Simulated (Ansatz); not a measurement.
The cell below belongs to a search over invented structures; it isn't taken from experiment.

Input and command of a plane-wave DFT calculation in Ansatz:

```yaml
crystal:
  lattice:
    - [4.78673015, 0.0, 0.0]
    - [-2.39336507, 4.14542991, 0.0]
    - [0.0, 0.0, 8.38659976]
  atoms:
    - { symbol: Sn, position: [0.5, 0.0, 0.0] }
    - { symbol: Sn, position: [0.0, 0.5, 0.0] }
    - { symbol: Sn, position: [0.5, 0.5, 0.0] }
    - { symbol: Bi, position: [0.33333333, 0.66666667, 0.22123696] }
    - { symbol: Bi, position: [0.66666667, 0.33333333, 0.77876304] }
    - { symbol: O, position: [0.5, 0.0, 0.5] }
    - { symbol: O, position: [0.0, 0.5, 0.5] }
    - { symbol: O, position: [0.5, 0.5, 0.5] }
basis:
  ecutwfc: 420
kpoints:
  mp_grid: { grid: [3, 3, 2] }
hamiltonian:
  xc: pbe
scf:
  occupations: { method: gaussian, width: 0.15 }
  lower_state_search: "off"
output:
  forces: true
  stress: true
  eigenvalues: true
relax:
  adjacent_minimum: "off"
  f_tol: 0.08
  max_steps: 16
  cell: { stress_tol: 0.8 }
```

```bash
ansatz run input.yaml --threads 1 --pin off --max-ram 2560MiB --backend cpu --events-out ev --progress --plain --runs-dir out
```

Processor: Arm Neoverse V2, 1 thread, on a host shared with other jobs.

How long does it run, and how much memory does it take?

About 83 s, peak memory 0.57 GiB. It solves 54 bands at 6 k points (after reduction by symmetry) with about 6315 plane waves (on the last cell), in 147 SCF iterations over 17 ionic steps, the closing evaluation included.
